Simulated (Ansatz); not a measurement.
HfSiO₄:
```xyz
12
Lattice="-3.2912 3.2912 2.9860 3.2912 -3.2912 2.9860 3.2912 3.2912 -2.9860" Properties=species:S:1:pos:R:3 pbc="T T T"
Hf     0.0000     0.0000     0.0000
Hf     0.0000     3.2912     1.4930
Si     3.2912     0.0000     1.4930
Si     0.0000     0.0000     2.9860
O      3.2912     2.0759    -1.0757
O      4.5065     0.0000     0.4173
O      0.0000     1.2153     1.9103
O      2.0759     0.0000     0.4173
O      3.2912     1.2153     2.5687
O      1.2153     0.0000     4.0618
O      3.2912    -1.2153     2.5687
O      2.0759     3.2912     1.0757
```

Relaxed with r²SCAN.

Problem. Give the optical modes at the zone centre with their infrared activity from DFPT, r²SCAN in the plane-wave PAW code Ansatz.

Solution. Transverse frequencies, without the LO–TO term; a row sums one degenerate level.

| ω (cm⁻¹) | degeneracy | IR ((D/Å)²/amu) | activity | symmetry |
|---|---|---|---|---|
| 144 | 1 | 0.00 | IR-inactive | B1u |
| 154 | 1 | 0.00 | IR-inactive | B1g |
| 166 | 2 | 0.00 | IR-inactive | Eg |
| 211 | 2 | 0.00 | IR-inactive | Eg |
| 246 | 2 | 44.14 | IR | Eu |
| 260 | 1 | 0.00 | IR-inactive | A2g |
| 269 | 1 | 0.00 | IR-inactive | B2g |
| 288 | 1 | 32.02 | IR | A2u |
| 344 | 2 | 0.00 | IR-inactive | Eg |
| 379 | 2 | 8.44 | IR | Eu |
| 398 | 1 | 0.00 | IR-inactive | B1g |
| 414 | 1 | 0.00 | IR-inactive | A1u |
| 429 | 2 | 6.30 | IR | Eu |
| 443 | 1 | 0.00 | IR-inactive | A1g |
| 545 | 2 | 0.00 | IR-inactive | Eg |
| 570 | 1 | 0.00 | IR-inactive | B2u |
| 598 | 1 | 14.04 | IR | A2u |
| 641 | 1 | 0.00 | IR-inactive | B1g |
| 878 | 2 | 114.47 | IR | Eu |
| 935 | 2 | 0.00 | IR-inactive | Eg |
| 951 | 1 | 0.00 | IR-inactive | B2u |
| 983 | 1 | 0.00 | IR-inactive | A1g |
| 990 | 1 | 48.08 | IR | A2u |
| 1026 | 1 | 0.00 | IR-inactive | B1g |

Problem. How high does the top mode go among those that the LO–TO term moves?

Solution. 1035 cm⁻¹ for q along x, 1035 cm⁻¹ for q along y, 1111 cm⁻¹ for q along z.

Space group I4_1/amd. The cell was relaxed with r²SCAN under the symmetry of its start. No spin polarisation was allowed. Scalar-relativistic: spin–orbit coupling is off unless named, which matters more the heavier the elements.

Potentials: the earlier of the program's two PAW sets. The files were generated under PBE; for other functionals the program regenerates the frozen cores, and for LDA and PBEsol the local potential too.
